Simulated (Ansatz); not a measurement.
BeS:
```
BeS
1.0
    0.00000     2.42642     2.42642
    2.42642     0.00000     2.42642
    2.42642     2.42642     0.00000
Be S
1 1
Direct
  0.50000   0.50000   0.50000
  0.25000   0.25000   0.25000
```

Relaxed with HSE06.

### Question
Give the Bader charges and basin volumes of the independent atoms, DFT-HSE06 in the program Ansatz with PAW potentials.

### Answer


| atom | Bader charge (e) | Bader volume (Å³) |
|---|---|---|
| Be1 | +1.65 | 2.0 |
| S2 | -1.65 | 26.5 |

Space group F-43m (zinc blende). The cell was relaxed with HSE06 under the symmetry of its start. The volume moved by 27 % from the start of the relaxation.

Potentials: the later of the program's two PAW sets.
